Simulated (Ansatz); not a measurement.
C:
```xyz
8
Lattice="0.0000 3.7568 3.7568 3.7568 0.0000 3.7568 3.7568 3.7568 0.0000" Properties=species:S:1:pos:R:3 pbc="T T T"
C      3.2268     4.2868     3.2268
C      5.1052     6.1652     6.1652
C      3.2268     3.2268     4.2868
C      6.1652     5.1052     6.1652
C      4.2868     4.2868     4.2868
C      5.1052     5.1052     5.1052
C      4.2868     3.2268     3.2268
C      6.1652     6.1652     5.1052
```

Relaxed with PBE. Special points in fractions of this cell's reciprocal vectors: Γ (0.000, 0.000, 0.000); X (0.500, 0.000, 0.500); U (0.625, 0.250, 0.625); K (0.375, 0.375, 0.750); L (0.500, 0.500, 0.500); W (0.500, 0.250, 0.750).

### Question
List the band energies nearest the valence-band maximum at these points for DFT-PBE in the program Ansatz with PAW potentials.

### Answer
In eV from the valence-band maximum; about four levels below and three above (degenerate sets whole), none deeper than 8.9 eV; points with the same levels are listed once.

```
k                    below                above
-  -----------------------  -------------------
Γ    -5.71 -5.71 0.00 0.00       2.28 2.28 2.28
X  -3.94 -3.94 -2.86 -2.86  3.26 3.26 4.35 4.35
U  -4.06 -3.52 -3.40 -2.59       3.20 3.56 4.18
L  -4.70 -4.70 -1.77 -1.77  2.31 2.97 3.91 3.91
W  -3.69 -3.69 -3.13 -3.13  3.54 3.54 4.36 4.36
```

Space group Fd-3m. The start of the workflow was typed in or built on a structure type. Its sites differ from those of the usual phase in this space group: another stacking or structure type. The cell was relaxed with PBE under the symmetry of its start; its stability against distortions is not shown here.

Potentials: the earlier of the program's two PAW sets.
